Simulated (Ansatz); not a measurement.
## Stability checks on a candidate for AlGa3P4

The cell was found from a structure generator's guess, not taken from experiment.

Computed with DFT PBE, scalar-relativistic, plane waves, PAW in Ansatz 0.2.0. The final run on the 8-atom cell used 420 eV, a Γ-centred 8×8×8 mesh, 0.02 eV smearing and no spin polarisation.

```cif
data_structure
_symmetry_space_group_name_H-M 'I-42m'
_symmetry_Int_Tables_number 121
_cell_length_a 5.5073
_cell_length_b 5.5073
_cell_length_c 11.0142
_cell_angle_alpha 90.000
_cell_angle_beta 90.000
_cell_angle_gamma 90.000
_cell_volume 334.06
loop_
_atom_site_label
_atom_site_type_symbol
_atom_site_symmetry_multiplicity
_atom_site_Wyckoff_symbol
_atom_site_fract_x
_atom_site_fract_y
_atom_site_fract_z
_atom_site_occupancy
Al1 Al 2 b 0.50000 0.50000 0.00000 1
Ga1 Ga 2 a 0.00000 0.00000 0.00000 1
Ga2 Ga 4 d 0.50000 0.00000 0.25000 1
P1 P 8 i 0.75039 0.75039 0.37526 1
```

The zero of energy is the elements' standard structures at the same level; no fitted shifts are applied. The references include black phosphorus.

**Question.** These tests were run: energy against the elements; phonons on a 2×2×2 q mesh; elastic tensor. What do they show?

**Answer.**

```json
{"test": "energy against the elements", "result": "−0.481 eV/atom"}
{"test": "phonons on a 2×2×2 q mesh", "result": "no imaginary mode on the mesh"}
{"test": "elastic tensor", "result": "least eigenvalue 63 GPa"}
```

It fails none of these tests. Other phases of the system weren't compared here, so this isn't yet thermodynamic stability.

The reference form of P is held partly by dispersion forces, which this level lacks. The run for the phonons used an 8×8×8 k mesh. The run for the elastic tensor used an 8×8×8 k mesh.
